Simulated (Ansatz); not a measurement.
# SnTe (rock salt), scan of one atom of the cell

Relaxed SnTe (rock salt):

```
SnTe
1.0
    0.00000     3.18559     3.18559
    3.18559     0.00000     3.18559
    3.18559     3.18559     0.00000
Te Sn
1 1
Cartesian
  0.00000   0.00000   0.00000
  3.18559   3.18559   3.18559
```

In this cell atom 2 (Sn, nearest neighbour Te at 3.186 Å; its periodic images, 4.5 Å or more away, move with it) is moved by s along Cartesian [110], unit vector (0.707, 0.707, 0.000); all other atoms and the cell stay fixed.

Method: r2SCAN (plane waves to 500 eV, PAW, scalar-relativistic; Ansatz, an electronic-structure program). k mesh 10×10×10 (Γ-centred), Fermi-Dirac smearing 0.05 eV. Energies are smeared free energies. Compression counts positive. F∥ is the force on the atom along that direction. SnTe was relaxed with its symmetry unable to fall. Spin-orbit coupling is left out, though Te is heavy. The PAW data are Ansatz's earlier set. The zero of ΔE is the undisplaced structure.

```
s (Å)   ΔE (eV/cell)  F∥ (eV/Å)  P (GPa)
------  ------------  ---------  -------
-0.960        1.1866      3.614     11.5
-0.768        0.5940      2.528      7.5
-0.576        0.2181      1.406      4.2
-0.384        0.0398      0.507      1.9
-0.192       -0.0034      0.025      0.5
0.000         0.0000      0.000      0.0
0.192        -0.0034     -0.025      0.5
0.384         0.0398     -0.507      1.9
0.576         0.2181     -1.406      4.2
0.768         0.5940     -2.528      7.5
0.960         1.1866     -3.614     11.5
```

Summary:

The energy at s = 0.960 Å comes out as 1186.6 meV/cell and the force along the line at s = -0.960 Å is 3.61 eV/Å. Symmetry of the curve: even: the same for both signs.

(A displaced cell: forces are minus the slopes of the energy, force constants its curvatures, and phonons follow from these.)
